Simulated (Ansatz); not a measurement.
# Zincblende alloy of InAs and AlAs (28 of 32 In sites exchanged), 64 atoms

Ansatz, PAW, plane waves. PBEsol relaxation of volume and atoms (shape held) at the single k point (¼, ¼, ¼) without its symmetry partners; single points on the relaxed atoms at the single k point (¼, ¼, ¼) without its symmetry partners, onto which points of the small cell's zone fold. Arrangement: random. No spin–orbit coupling unless named.

Relaxed structure:

```
Al In As
1.0
    11.44488    0.00000    0.00000
     0.00000   11.44488    0.00000
     0.00000    0.00000   11.44488
Al In As
28 4 32
Direct
  0.99987 0.99804 0.99782
  0.99926 0.50175 0.99834
  0.00008 0.50221 0.50221
  0.49944 0.00046 0.00030
  0.49898 0.00009 0.49991
  0.49907 0.50015 0.99972
  0.49958 0.50055 0.50052
  0.24982 0.24927 0.99642
  0.25248 0.25213 0.50361
  0.24793 0.74963 0.00110
  0.24985 0.74767 0.49802
  0.74981 0.24985 0.99608
  0.74829 0.25130 0.50404
  0.75208 0.74954 0.00223
  0.74983 0.74817 0.49774
  0.25182 0.99618 0.24712
  0.25011 0.00141 0.75187
  0.25012 0.50366 0.24965
  0.24791 0.49876 0.74977
  0.74796 0.99570 0.24785
  0.75019 0.00196 0.75151
  0.75022 0.50414 0.24930
  0.75167 0.49804 0.75008
  0.00001 0.25263 0.75245
  0.99990 0.74820 0.24818
  0.99953 0.74845 0.75169
  0.50030 0.25033 0.75024
  0.50019 0.74996 0.24993
  0.00093 0.99892 0.50262
  0.00117 0.25259 0.24920
  0.50124 0.25160 0.25093
  0.50156 0.75161 0.75085
  0.13106 0.11817 0.11795
  0.13078 0.13356 0.63339
  0.12340 0.62467 0.12458
  0.12515 0.62637 0.62612
  0.63075 0.11976 0.11859
  0.62360 0.12463 0.62604
  0.62372 0.62594 0.12450
  0.63102 0.61847 0.61975
  0.36770 0.38022 0.11915
  0.37700 0.37657 0.62676
  0.37684 0.87327 0.12343
  0.36760 0.88019 0.61916
  0.86785 0.38188 0.11763
  0.87697 0.37448 0.62568
  0.87712 0.87438 0.12562
  0.86753 0.86756 0.63201
  0.36783 0.11957 0.37975
  0.37694 0.12514 0.87475
  0.37694 0.62509 0.37481
  0.36825 0.61987 0.87971
  0.86117 0.12458 0.37462
  0.87701 0.12582 0.87430
  0.87704 0.62573 0.37438
  0.87438 0.62504 0.87496
  0.13259 0.38301 0.38274
  0.12383 0.37587 0.87591
  0.12991 0.86774 0.36753
  0.12519 0.87411 0.87395
  0.63249 0.38317 0.38184
  0.62404 0.37568 0.87438
  0.62368 0.87427 0.37550
  0.63250 0.88189 0.88340
```

(1) What are the mean bond lengths by pair (pairs within 1.2 times the sum of covalent radii, less contacts 15 % beyond the pair's median; cation–cation pairs of compounds aside; long ionic contacts are cut short by that bound)?

(2) What gap lies between the top filled and the lowest empty level in the single points?

Results:

(1) Al–As 2.461 ± 0.010 Å (standard deviation, 112 bonds); As–In 2.606 ± 0.004 Å (standard deviation, 16 bonds).

(2) r²SCAN 2.33 eV (10 s on NVIDIA H100). Away from Γ this isn't the crystal's band gap.
